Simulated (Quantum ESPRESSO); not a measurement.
# Pd3TaInRu2Rh: one run as intended and one with a planted mistake

Simulated, not a measurement. The program is pw.x of Quantum ESPRESSO 7.5 (plane-wave density functional theory). The cell is made up: eight metal atoms on a face-centred cubic lattice, with elements, volume, strain and displacements drawn at random and not relaxed, so it may be unstable or far from any real phase. PseudoDojo standard norm-conserving files set the functional (PBE unless stated); there is no spin polarisation or spin-orbit coupling, the Fermi-Dirac width of 0.25 eV means electrons at about 2900 K, and the masses in the input are unused placeholders. Heavy elements are run without spin-orbit coupling, which real alloys of them have. A spin test at this wide smearing found no moment, but such smearing suppresses magnetism that the real alloy may have.

Intended input:

```
&control calculation='scf', pseudo_dir='./dojo.nc.sr.pbe.v0_5.standard.upf', outdir='./o', disk_io='minimal', tprnfor=.true., tstress=.true. /
&system ibrav=0, nat=8, ntyp=5, nbnd=82, ecutwfc=87.97787729, nosym=.true., tot_charge=0,
 occupations='smearing', smearing='fd', degauss=0.0183746611
/
&electrons conv_thr=1.470e-08, electron_maxstep=70, mixing_beta=0.5 /
ATOMIC_SPECIES
In 1.0 In.upf
Pd 1.0 Pd.upf
Rh 1.0 Rh.upf
Ru 1.0 Ru.upf
Ta 1.0 Ta.upf
CELL_PARAMETERS angstrom
-0.0041 2.0396 2.0883
0.0073 4.0222 -4.1195
-8.2163 -2.0102 2.0753
ATOMIC_POSITIONS angstrom
Pd 0.0437 0.0229 0.0417
Ta -4.087 -0.0229 0.0814
Pd 0.0214 1.9896 -2.0951
Pd -4.091 2.0523 -2.0081
In -6.1952 0.0359 2.0466
Ru -1.9985 1.9283 -0.0209
Ru -6.2006 2.0492 0.059
Rh -2.1661 4.1521 -1.9799
K_POINTS automatic
8 4 3 1 1 1
```

The log is shortened where brackets say so; the opening notice, blank lines, dates and the lines on written files are dropped, and the path of the files is cut. It prints rydbergs, bohrs and kilobars, and counts compression as positive stress. Its total energy is the free energy E - TS of the whole cell.

Log of the intended run:

```
     Program PWSCF v.7.5
     Parallel version (MPI & OpenMP), running on       4 processor cores
     Number of MPI processes:                 4
     Threads/MPI process:                     1
     [start-up lines left out]
     bravais-lattice index     =            0
     lattice parameter (alat)  =       5.5162  a.u.
     unit-cell volume          =     931.1752 (a.u.)^3
     number of atoms/cell      =            8
     number of atomic types    =            5
     number of electrons       =       129.00
     number of Kohn-Sham states=           82
     kinetic-energy cutoff     =      87.9779  Ry
     charge density cutoff     =     351.9115  Ry
     scf convergence threshold =      1.5E-08
     mixing beta               =       0.5000
     number of iterations used =            8  plain     mixing
     Exchange-correlation= PBE
                           (   1   4   3   4   0   0   0)
     [axes and pseudopotential details left out]
   Cartesian axes
     site n.     atom                  positions (alat units)
         1        Pd     tau(   1) = (   0.0149705   0.0078450   0.0142854  )
         2        Ta     tau(   2) = (  -1.4001025  -0.0078450   0.0278856  )
         3        Pd     tau(   3) = (   0.0073311   0.6815865  -0.7177281  )
         4        Pd     tau(   4) = (  -1.4014728   0.7030659  -0.6879241  )
         5        In     tau(   5) = (  -2.1223183   0.0122984   0.7011132  )
         6        Ru     tau(   6) = (  -0.6846354   0.6605866  -0.0071598  )
         7        Ru     tau(   7) = (  -2.1241682   0.7020039   0.0202119  )
         8        Rh     tau(   8) = (  -0.7420509   1.4224041  -0.6782635  )
     number of k points=    48  Fermi-Dirac smearing, width (Ry)=  0.0184
                       cart. coord. in units 2pi/alat
        k(    1) = (  -0.0814457   0.0900756  -0.0007711), wk =   0.0416667
        k(    2) = (   0.1555125   0.0900988  -0.0003285), wk =   0.0416667
     [further k points left out]
     Dense  grid:   103855 G-vectors     FFT dimensions: (  36,  72, 100)
     Estimated max dynamical RAM per process >     400.44 MB
     Estimated total dynamical RAM >       1.49 GB
     Initial potential from superposition of free atoms
     starting charge     128.9925, renormalised to     129.0000
     Starting wfcs are   76 randomized atomic wfcs +    6 random wfcs
     total cpu time spent up to now is        4.0 secs
     per-process dynamical memory:   307.7 Mb
     Self-consistent Calculation
     iteration #  1     ecut=    87.98 Ry     beta= 0.50
     Davidson diagonalization with overlap
     ethr =  1.00E-02,  avg # of iterations =  3.1
     total cpu time spent up to now is       13.6 secs
     total energy              =   -1705.74475791 Ry
     estimated scf accuracy    <      14.51832326 Ry
     iteration #  2     ecut=    87.98 Ry     beta= 0.50
     Davidson diagonalization with overlap
     ethr =  1.00E-02,  avg # of iterations =  3.0
     total cpu time spent up to now is       24.2 secs
     total energy              =   -1706.56846017 Ry
     estimated scf accuracy    <     105.16724712 Ry
     [iterations 3 to 18 left out]
     iteration # 19     ecut=    87.98 Ry     beta= 0.50
     Davidson diagonalization with overlap
     ethr =  1.09E-09,  avg # of iterations =  1.0
     total cpu time spent up to now is      156.4 secs
     total energy              =   -1714.96256776 Ry
     estimated scf accuracy    <       0.00000007 Ry
     iteration # 20     ecut=    87.98 Ry     beta= 0.50
     Davidson diagonalization with overlap
     ethr =  5.79E-11,  avg # of iterations =  3.8
     total cpu time spent up to now is      165.1 secs
     End of self-consistent calculation
     [lines on levels left out]
!    total energy              =   -1714.96256776 Ry
     estimated scf accuracy    <       0.00000001 Ry
     smearing contrib. (-TS)   =      -0.14140220 Ry
     internal energy E=F+TS    =   -1714.82116557 Ry
     The total energy is F=E-TS. E is the sum of the following terms:
     one-electron contribution =    -515.48767962 Ry
     hartree contribution      =     336.83948295 Ry
     xc contribution           =    -302.27257020 Ry
     ewald contribution        =   -1233.90039870 Ry
     convergence has been achieved in  20 iterations
     Forces acting on atoms (cartesian axes, Ry/au):
     atom    1 type  2   force =    -0.02754296   -0.00561404   -0.00114561
     atom    2 type  5   force =     0.07504638    0.05579582   -0.05058742
     atom    3 type  2   force =    -0.01791121    0.01079098   -0.00270091
     atom    4 type  2   force =     0.00741228   -0.01428019    0.01142018
     atom    5 type  1   force =    -0.03990123   -0.02499541    0.02872293
     atom    6 type  4   force =    -0.02782140   -0.00244275    0.01204684
     atom    7 type  4   force =     0.03452885   -0.01954907    0.01324814
     atom    8 type  3   force =    -0.00381072    0.00029466   -0.01100417
     Total force =     0.137048     Total SCF correction =     0.000722
     Computing stress (Cartesian axis) and pressure
          total   stress  (Ry/bohr**3)                   (kbar)     P=     -125.20
  -0.00088854   0.00009047  -0.00013076         -130.71       13.31      -19.24
   0.00009047  -0.00080699   0.00000292           13.31     -118.71        0.43
  -0.00013076   0.00000292  -0.00085770          -19.24        0.43     -126.17
     init_run     :      3.80s CPU      3.93s WALL (       1 calls)
     electrons    :    157.35s CPU    161.08s WALL (       1 calls)
     forces       :      1.43s CPU      1.44s WALL (       1 calls)
     stress       :      4.86s CPU      4.86s WALL (       1 calls)
     [timing details left out]
     PWSCF        :   2m47.54s CPU   2m51.47s WALL
     JOB DONE.
```

A second run has one planted mistake: two atoms have their elements exchanged. The input lines that differ:

```
- Pd -4.091 2.0523 -2.0081
+ Ru -4.091 2.0523 -2.0081
- Ru -1.9985 1.9283 -0.0209
+ Pd -1.9985 1.9283 -0.0209
```

Its log:

```
     Program PWSCF v.7.5
     Parallel version (MPI & OpenMP), running on       4 processor cores
     Number of MPI processes:                 4
     Threads/MPI process:                     1
     [start-up lines left out]
     bravais-lattice index     =            0
     lattice parameter (alat)  =       5.5162  a.u.
     unit-cell volume          =     931.1752 (a.u.)^3
     number of atoms/cell      =            8
     number of atomic types    =            5
     number of electrons       =       129.00
     number of Kohn-Sham states=           82
     kinetic-energy cutoff     =      87.9779  Ry
     charge density cutoff     =     351.9115  Ry
     scf convergence threshold =      1.5E-08
     mixing beta               =       0.5000
     number of iterations used =            8  plain     mixing
     Exchange-correlation= PBE
                           (   1   4   3   4   0   0   0)
     [axes and pseudopotential details left out]
   Cartesian axes
     site n.     atom                  positions (alat units)
         1        Pd     tau(   1) = (   0.0149705   0.0078450   0.0142854  )
         2        Ta     tau(   2) = (  -1.4001025  -0.0078450   0.0278856  )
         3        Pd     tau(   3) = (   0.0073311   0.6815865  -0.7177281  )
         4        Ru     tau(   4) = (  -1.4014728   0.7030659  -0.6879241  )
         5        In     tau(   5) = (  -2.1223183   0.0122984   0.7011132  )
         6        Pd     tau(   6) = (  -0.6846354   0.6605866  -0.0071598  )
         7        Ru     tau(   7) = (  -2.1241682   0.7020039   0.0202119  )
         8        Rh     tau(   8) = (  -0.7420509   1.4224041  -0.6782635  )
     number of k points=    48  Fermi-Dirac smearing, width (Ry)=  0.0184
                       cart. coord. in units 2pi/alat
        k(    1) = (  -0.0814457   0.0900756  -0.0007711), wk =   0.0416667
        k(    2) = (   0.1555125   0.0900988  -0.0003285), wk =   0.0416667
     [further k points left out]
     Dense  grid:   103855 G-vectors     FFT dimensions: (  36,  72, 100)
     Estimated max dynamical RAM per process >     400.44 MB
     Estimated total dynamical RAM >       1.49 GB
     Initial potential from superposition of free atoms
     starting charge     128.9925, renormalised to     129.0000
     Starting wfcs are   76 randomized atomic wfcs +    6 random wfcs
     total cpu time spent up to now is        4.0 secs
     per-process dynamical memory:   307.7 Mb
     Self-consistent Calculation
     iteration #  1     ecut=    87.98 Ry     beta= 0.50
     Davidson diagonalization with overlap
     ethr =  1.00E-02,  avg # of iterations =  3.1
     total cpu time spent up to now is       13.6 secs
     total energy              =   -1698.07710344 Ry
     estimated scf accuracy    <      25.09885226 Ry
     iteration #  2     ecut=    87.98 Ry     beta= 0.50
     Davidson diagonalization with overlap
     ethr =  1.00E-02,  avg # of iterations =  5.5
     total cpu time spent up to now is       26.8 secs
     total energy              =   -1697.74879096 Ry
     estimated scf accuracy    <     302.58645404 Ry
     [iterations 3 to 19 left out]
     iteration # 20     ecut=    87.98 Ry     beta= 0.50
     Davidson diagonalization with overlap
     ethr =  1.26E-10,  avg # of iterations =  1.9
     total cpu time spent up to now is      171.3 secs
     total energy              =   -1714.98322631 Ry
     estimated scf accuracy    <       0.00000002 Ry
     iteration # 21     ecut=    87.98 Ry     beta= 0.50
     Davidson diagonalization with overlap
     ethr =  1.67E-11,  avg # of iterations =  4.1
     total cpu time spent up to now is      180.2 secs
     End of self-consistent calculation
     [lines on levels left out]
!    total energy              =   -1714.98322631 Ry
     estimated scf accuracy    <       0.00000001 Ry
     smearing contrib. (-TS)   =      -0.13523199 Ry
     internal energy E=F+TS    =   -1714.84799432 Ry
     The total energy is F=E-TS. E is the sum of the following terms:
     one-electron contribution =    -522.81332329 Ry
     hartree contribution      =     340.57901721 Ry
     xc contribution           =    -302.29058399 Ry
     ewald contribution        =   -1230.32310424 Ry
     convergence has been achieved in  21 iterations
     Forces acting on atoms (cartesian axes, Ry/au):
     atom    1 type  2   force =    -0.01187768   -0.01229265    0.00605348
     atom    2 type  5   force =     0.05982447    0.03849204   -0.03951682
     atom    3 type  2   force =    -0.00912527    0.01361888   -0.00703202
     atom    4 type  4   force =     0.00471685   -0.00708194    0.00157691
     atom    5 type  1   force =    -0.03665266   -0.02629224    0.03064275
     atom    6 type  2   force =    -0.03512745    0.01365262    0.00140649
     atom    7 type  4   force =     0.04730847   -0.00840187    0.00465261
     atom    8 type  3   force =    -0.01906673   -0.01169485    0.00221661
     Total force =     0.120730     Total SCF correction =     0.000715
     Computing stress (Cartesian axis) and pressure
          total   stress  (Ry/bohr**3)                   (kbar)     P=     -128.74
  -0.00089521   0.00010080  -0.00010787         -131.69       14.83      -15.87
   0.00010080  -0.00083936   0.00008933           14.83     -123.47       13.14
  -0.00010787   0.00008933  -0.00089094          -15.87       13.14     -131.06
     init_run     :      3.79s CPU      3.93s WALL (       1 calls)
     electrons    :    172.12s CPU    176.15s WALL (       1 calls)
     forces       :      1.42s CPU      1.44s WALL (       1 calls)
     stress       :      4.86s CPU      4.86s WALL (       1 calls)
     [timing details left out]
     PWSCF        :   3m 2.30s CPU   3m 6.53s WALL
     JOB DONE.
```

|  | intended run | run with the mistake |
| --- | --- | --- |
| free energy (eV) | -23333.254 | -23333.535 |
| entropy term -TS, part of it (eV) | -1.924 | -1.840 |
| pressure (GPa) | -12.52 | -12.87 |
| size of the largest force component (eV/Å) | 1.930 | 1.538 |
| largest change of a force component (eV/Å) |  | 0.445 |
| iterations | 20 | 21 |

For scale, a rerun of the intended cell at a higher cutoff and on a denser mesh moved values by no more than 0.007 eV in energy, 0.07 GPa in stress and 0.007 eV/Å in force, and a second program with other atomic files agreed on that cell to 2 % rms in force and 0.5 GPa in pressure.